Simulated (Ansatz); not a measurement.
Calculation for AgB$_{2}$: DFT, PBE, all-electron LAPW, Dirac equation with spin-orbit coupling (Ansatz 0.2.0). This run: spin-orbit coupling on.

The cell comes from a relaxation on PAW files under the same functional, begun from a database entry that needn't be the ground state.

Command: `ansatz run input.yaml --threads 1 --pin off --max-ram 3072MiB --backend cpu --events-out ev --progress --plain --runs-dir out` It took 6.1 min on 1 thread of Arm Neoverse V1, on a shared host, peak memory 0.96 GiB.

```yaml
crystal:
  lattice:
    - [3.0211797805, 0.0, 0.0]
    - [-1.5105898903, 2.6164184393, 0.0]
    - [0.0, 0.0, 4.0626616814]
  atoms:
    - { symbol: Ag, position: [0.0, 0.0, 0.0] }
    - { symbol: B, position: [0.3333333333, 0.6666666667, 0.5] }
    - { symbol: B, position: [0.6666666667, 0.3333333333, 0.5] }
kpoints:
  mp_grid: { grid: [14, 14, 11] }
  band_path:
    path:
      - [0.0, 0.0, 0.0]
      - [0.5, 0.0, 0.0]
      - [0.3333333333, 0.3333333333, 0.0]
      - [0.0, 0.0, 0.0]
      - [0.0, 0.0, 0.5]
      - [0.5, 0.0, 0.5]
      - [0.3333333333, 0.3333333333, 0.5]
      - [0.0, 0.0, 0.5]
      - [0.5, 0.0, 0.5]
    npoints: 8
scf:
  occupations: { method: fermi_dirac, width: 0.05 }
hamiltonian:
  xc: pbe
  pseudopotentials: { kind: all_electron, lapw: { basis_error: 0.0005 } }
output:
  forces: true
  stress: true
  eigenvalues: true
magnetization:
  noncollinear: true
  spin_orbit: true
```

Output:

```
LAPW: plane waves up to 9.486 Å⁻¹, error target 5.0e-4 eV per atom; Dirac's equation on spinors; B in spheres of 0.872 Å, 5 of its electrons in bands; Ag in spheres of 1.273 Å, 29 of its electrons in bands (how accurate: hamiltonian.pseudopotentials.lapw.basis_error, Limitations)
Engine: ansatz 0.2.0
Pseudopotentials: kind: all_electron
Pseudopotential: Ag, LAPW, valence charge 29, lapw/all_electron/dirac/gaussian/Ag, Dirac's equation, gaussian nucleus
Pseudopotential: B, LAPW, valence charge 5, lapw/all_electron/dirac/gaussian/B, Dirac's equation, gaussian nucleus
Functional definition: PBE
  parameter kappa = 0.804
  parameter beta = 0.06672455060314922
  exchange = pbe_x(kappa = kappa, mu = beta*pi^2/3)
  correlation = pbe_c(beta = beta)
non-collinear run that drives no moment, with spin-orbit: no starting moment large enough to seed its density (crystal.atoms[].spin), no starting occupations that ask for one, no magnetisation constraint and no magnetic field, so the semilocal B_xc is pinned to zero
Crystal: 3 atoms, lattice volume = 32.114 Å³
Basis set: ecut = 342.8662440602513 eV, 451 PW (Γ), exchange–correlation at level 2
Bands: 48, of which v1, the nominal top of the filled ones, is band 39 counted from 1 (38 counted from 0)
Symmetry: 24 space group operations + 24 with time reversal
Magnetic group: BNS 191.234 (UNI 1464), of the structure as read, at distance tolerance 3.2e-5 Å
k-points: 144 of 2156
Non-local potential: Ag, projectors of the file, none
Non-local potential: B, projectors of the file, none
Initial density: superposition of atomic densities (chi_scale 0.1, normalization cell, long waves kept (reshape's long-wave potential 0.00 eV rms))
Initial wavefunctions: plane waves of lowest kinetic energy (no species holds an atomic orbital)
Functional: x = pbe(κ = 0.804, μ = 0.2195149727645171), c = pbe(β = 0.06672455060314922)
iter 1 solved again at ethr=3.27e-2 eV; its pass at ethr=1.00e-1 eV (dr2=1.27e1 eV) is discarded
SCF iter   1: F=—  HF=-146043.974237 eV  |F-HF|=—  |Δ(HF+E_count)|=         —  Δρ=1.27e-1  dr2=1.28e1  dr2_m=0.00e0 (ungated)  ethr=3.27e-2  |M|=0.00e0 ∫|m|=0.00e0 μB  β_m=0.30  ⟨swp⟩=2.0  Hψ=43420  notcnv=0
preconditioner: auto → none  [metal: Δε(μ)=0.051 eV  Ē_g=9.614 eV  σ=0.050 eV  W_gap=0.25  n_scr=8 (ndim 8)  ℏωp=27.0 eV  f_vac=0.000  D(μ)=0.96/eV (n_scr^D=2)  sad-step TF]
SCF iter   2: F=—  HF=-146041.183672 eV  |F-HF|=—  |Δ(HF+E_count)|=    2.79e0  Δρ=6.88e-2  dr2=3.48e0  dr2_m=0.00e0 (ungated)  ethr=3.27e-2  |M|=0.00e0 ∫|m|=0.00e0 μB  β_m=0.33  ⟨swp⟩=2.0  Hψ=17872  notcnv=0
iter 3 solved again at ethr=4.32e-4 eV; its pass at ethr=8.91e-3 eV (dr2=1.69e-1 eV) is discarded
SCF iter   3: F=—  HF=-146040.151945 eV  |F-HF|=—  |Δ(HF+E_count)|=    1.03e0  Δρ=1.98e-2  dr2=1.68e-1  dr2_m=0.00e0 (ungated)  ethr=4.32e-4  |M|=0.00e0 ∫|m|=0.00e0 μB  β_m=0.40  ⟨swp⟩=2.0  Hψ=34194  notcnv=0
SCF iter   4: F=—  HF=-146040.074976 eV  |F-HF|=—  |Δ(HF+E_count)|=         —  Δρ=7.70e-3  dr2=8.92e-3  dr2_m=0.00e0 (ungated)  ethr=4.31e-4  |M|=0.00e0 ∫|m|=0.00e0 μB  β_m=0.57  ⟨swp⟩=3.0  Hψ=21194  notcnv=0
the basis was enlarged: its passes take 1.8 MiB over the memory plan, 1 of 1 planned eigensolver slots
SCF iter   5: F=—  HF=-146040.067749 eV  |F-HF|=—  |Δ(HF+E_count)|=   7.23e-3  Δρ=1.52e-3  dr2=5.11e-4  dr2_m=0.00e0 (ungated)  ethr=2.29e-5  |M|=0.00e0 ∫|m|=0.00e0 μB  β_m=0.70  ⟨swp⟩=2.7  Hψ=19166  notcnv=0
SCF iter   6: F=—  HF=-146040.067748 eV  |F-HF|=—  |Δ(HF+E_count)|=   6.91e-7  Δρ=3.60e-4  dr2=6.91e-5  dr2_m=0.00e0 (ungated)  ethr=1.31e-6  |M|=0.00e0 ∫|m|=0.00e0 μB  β_m=0.71  ⟨swp⟩=2.9  Hψ=19282  notcnv=0
SCF iter   7: F=—  HF=-146040.067725 eV  |F-HF|=—  |Δ(HF+E_count)|=   2.30e-5  Δρ=1.03e-4  dr2=7.69e-6  dr2_m=0.00e0 (ungated)  ethr=1.77e-7  |M|=0.00e0 ∫|m|=0.00e0 μB  β_m=0.80  ⟨swp⟩=2.7  Hψ=18824  notcnv=0
SCF iter   8: F=—  HF=-146040.067722 eV  |F-HF|=—  |Δ(HF+E_count)|=   3.07e-6  Δρ=2.70e-5  dr2=5.14e-7  dr2_m=0.00e0 (ungated)  ethr=1.97e-8  |M|=0.00e0 ∫|m|=0.00e0 μB  β_m=0.90  ⟨swp⟩=2.7  Hψ=18900  notcnv=0
SCF iter   9: F=-146040.067722 eV  HF=-146040.067722 eV  |F-HF|=9.02e-10  |Δ(HF+E_count)|=   2.69e-7  Δρ=1.46e-6  dr2=7.38e-10  dr2_m=0.00e0 (ungated)  ethr=1.32e-9  |M|=0.00e0 ∫|m|=0.00e0 μB  ⟨swp⟩=2.8  Hψ=18994  notcnv=0
SCF 1 converged in 9 iterations: F = -146040.067722 eV  dr2 = 7.38e-10
NSCF: frozen V_eff on 65 k-points
SCF converged after 9 iterations
Magnetization: |M| = 0.0000 μB,  M = (+0.0000, +0.0000, +0.0000) μB
Absolute magnetization: 0.0000 μB (∫|m|)
  site 0: m = (+0.0000, +0.0000, +0.0000) μB, |m| = 0.0000 μB  (R = 1.27 Å)
  site 1: m = (+0.0000, +0.0000, +0.0000) μB, |m| = 0.0000 μB  (R = 0.87 Å)
  site 2: m = (+0.0000, +0.0000, +0.0000) μB, |m| = 0.0000 μB  (R = 0.87 Å)
Free energy (F): -146040.067722 eV
Harris-Foulkes:  -146040.067722 eV  (|F-HF|=9.02e-10)
Internal energy: -146040.060565 eV  (E = F + TS)
E sigma→0 (E₀):  -146040.064144 eV
Entropy (-TS):   -0.007157 eV (-2.386 meV/atom)
Fermi energy:    14.138692 eV
--- Per-component energies (eV) ---
  E_band       = -4286.270939
  E_kinetic    = 152759.008247
  E_xc         = -4288.943578
  E_electrostatic = -294510.125234  (all electrons and nuclei)
  E_smearing   = -0.007157  (= −TS)
  E_closure    = 0.000000  (closes the sum)
  E_atoms      = -146025.487504  (free atoms, spherical and without spin; not in F)
  Σ components = -146040.067722   (vs F -146040.067722, Δ=0.00e0)
  Basis errors (estimates in eV, not in F): energy 2.5e-4 per atom: plane waves 2.4e-4 (1.4e-4 summed), levels above the bands 3.7e-75, relativity 2.2e-8, radial functions 1.7e-5, core shells 2.3e-7; eigenvalues (radial functions only) 2.1e-6; not estimated: angular momenta, meshes, grids; target (lapw.basis_error) 5.0e-4; muffin-tin radii B 0.872 Å, Ag 1.273 Å
--- Forces (eV/Å), atoms counted from 1 ---
  atom   1  Ag    -0.00000000     0.00000000     0.00000000
  atom   2  B      0.00000000    -0.00000000     0.00000000
  atom   3  B     -0.00000000     0.00000000     0.00000000
  max |Σ_I F_I| component: 1.85e-17 eV/Å
--- Stress (GPa, compression-positive) ---
       -0.121799      -0.000000       0.000000
       -0.000000      -0.121799       0.000000
        0.000000       0.000000      -0.124154
  P = ⅓ Tr σ = -0.1226 GPa (-1.226 kbar)
--- Band table (eV; the first three rows and the last of 144) ---
  k-point 0: bands = ["-344.7759", "-344.7759", "-344.7391", "-344.7391", "-338.5534", "-338.5534", "-338.5209", "-338.5209", "-338.5061", "-338.5061", "-158.2844", "-158.2844", "-158.2673", "-158.2673", "-77.8404", "-77.8404", "-44.8456", "-44.8456", "-39.7461", "-39.7461", "-39.7381", "-39.7381", "2.0805", "2.0805", "8.4256", "8.4256", "9.1092", "9.1092", "9.5699", "9.5699", "10.1979", "10.1979", "10.3654", "10.3654", "10.4477", "10.4477", "15.4046", "15.4046", "15.4155", "15.4155", "15.4293", "15.4293", "21.6442", "21.6442", "21.6974", "21.6974", "23.5575", "23.5575"]
  k-point 1: bands = ["-344.7759", "-344.7759", "-344.7391", "-344.7391", "-338.5534", "-338.5534", "-338.5209", "-338.5209", "-338.5061", "-338.5061", "-158.2845", "-158.2845", "-158.2673", "-158.2673", "-77.8404", "-77.8404", "-44.8456", "-44.8456", "-39.7461", "-39.7461", "-39.7382", "-39.7382", "2.1356", "2.1356", "8.3452", "8.3452", "9.1165", "9.1165", "9.5790", "9.5790", "10.0660", "10.0660", "10.2647", "10.2647", "10.4371", "10.4371", "15.3815", "15.3815", "15.4040", "15.4040", "15.8468", "15.8468", "21.7249", "21.7249", "21.7770", "21.7770", "23.5120", "23.5120"]
  k-point 2: bands = ["-344.7759", "-344.7759", "-344.7391", "-344.7391", "-338.5534", "-338.5534", "-338.5209", "-338.5209", "-338.5061", "-338.5061", "-158.2845", "-158.2845", "-158.2673", "-158.2673", "-77.8404", "-77.8404", "-44.8456", "-44.8456", "-39.7461", "-39.7461", "-39.7383", "-39.7383", "2.2939", "2.2939", "8.0575", "8.0575", "9.1362", "9.1362", "9.6039", "9.6039", "9.6815", "9.6815", "10.2158", "10.2158", "10.4090", "10.4090", "15.3196", "15.3196", "15.3363", "15.3363", "16.9277", "16.9277", "21.9505", "21.9505", "21.9989", "21.9989", "23.4075", "23.4075"]
  k-point 143: bands = ["-344.7759", "-344.7759", "-344.7391", "-344.7391", "-338.5534", "-338.5534", "-338.5209", "-338.5209", "-338.5061", "-338.5061", "-158.2766", "-158.2766", "-158.2752", "-158.2752", "-77.8337", "-77.8337", "-44.8701", "-44.8701", "-39.8045", "-39.8045", "-39.7502", "-39.7502", "6.4013", "6.4013", "6.9586", "6.9586", "8.9440", "8.9440", "9.1845", "9.1845", "9.4160", "9.4160", "10.2306", "10.2306", "11.5930", "11.5930", "11.8274", "11.8274", "14.2822", "14.2822", "15.3536", "15.3536", "17.9146", "17.9146", "24.8509", "24.8509", "25.2191", "25.2191"]
```
